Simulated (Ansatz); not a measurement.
# ZrTi2C3: relaxed-ion elastic tensor

All numbers below come from DFT PBE, scalar-relativistic, plane waves, PAW in Ansatz 0.2.0. Settings: 420 eV plane-wave cutoff, Γ-centred 12×12×6 mesh, Fermi-Dirac smearing of 0.15 eV. No spin polarisation.

Relaxed structure:
```
Zr Ti C
1.0
     3.16497    0.00000    0.00000
    -1.58248    2.74094    0.00000
     0.00000    0.00000    7.71098
Zr Ti C
1 2 3
Direct
  0.00000 0.00000 0.00000
  0.66667 0.33333 0.34066
  0.33333 0.66667 0.65934
  0.33333 0.66667 0.18156
  0.00000 0.00000 0.50000
  0.66667 0.33333 0.81844
```

The structure comes from a generated guess, relaxed at this level; another structure or a mixture of phases may lie lower. In a metal, frequencies and elastic constants depend on the k mesh and the smearing, soft modes and shear constants most.

**Question.** Give the relaxed-ion elastic constants (GPa, Voigt order xx yy zz yz xz xy, on the Cartesian axes of the cell above).

**Answer.**
C11 = 454.1, C12 = 122.5, C13 = 130.9, C14 = -8.2, C22 = 454.1, C23 = 130.9, C24 = 8.2, C33 = 448.8, C44 = 173.3, C55 = 173.3, C56 = -8.2, C66 = 165.8 GPa; the others vanish.

**Question.** Is the crystal stable against homogeneous strain?

**Answer.** Yes: the least eigenvalue of the tensor is 160.6 GPa.

**Question.** And the moduli of a polycrystal (Hill averages)?

**Answer.** B = 236 GPa, G = 167 GPa, E = 406 GPa, ν = 0.21.
